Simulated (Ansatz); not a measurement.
Consider the following.

Cu6Sn5:
```
CELL_PARAMETERS angstrom
      5.46333     3.61438     0.00000
     -5.46333     3.61438     0.00000
     -1.46406     0.00000     9.67647
ATOMIC_POSITIONS crystal
  Cu 0.37115 0.57420 0.79643
  Cu 0.62885 0.42580 0.20357
  Cu 0.57420 0.37115 0.70357
  Cu 0.42580 0.62885 0.29643
  Cu 0.19754 0.81111 0.39020
  Cu 0.80246 0.18889 0.60980
  Cu 0.81111 0.19754 0.10980
  Cu 0.18889 0.80246 0.89020
  Cu 0.00000 0.00000 0.00000
  Cu 0.00000 0.00000 0.50000
  Cu 0.16053 0.16053 0.75000
  Cu 0.83947 0.83947 0.25000
  Sn 0.77052 0.55427 0.47114
  Sn 0.22948 0.44573 0.52886
  Sn 0.55427 0.77052 0.02886
  Sn 0.44573 0.22948 0.97114
  Sn 0.36824 0.94124 0.64220
  Sn 0.63176 0.05876 0.35780
  Sn 0.94124 0.36824 0.85780
  Sn 0.05876 0.63176 0.14220
  Sn 0.79935 0.79935 0.75000
  Sn 0.20065 0.20065 0.25000
```

This is the PBEsol-relaxed structure.

**Question.** All from the program Ansatz at the PBEsol level (PAW), unless another level is named. Estimate the density of states at the Fermi level.

**Answer.** 0.33 states/eV per atom (mean over ±0.08 eV).

**Question.** Predict the formation energy from the elements (no fitted shifts).

**Answer.** -0.042 eV/atom.

Space group C2/c. The first step of the workflow began from a Materials Project structure, measured or hypothetical; the Crystallography Open Database files this formula in space group No. 15, but the cells were not matched. Its standing as an ambient phase is unchecked. The cell was relaxed with PBEsol under the symmetry of its start; whether a distortion lowers the energy is not shown. No spin polarisation was allowed. The references are the lowest solids computed at this level, not always the standard phases. Scalar-relativistic: spin–orbit coupling is off unless named, which matters more the heavier the elements.

Potentials: the later of the program's two PAW sets.
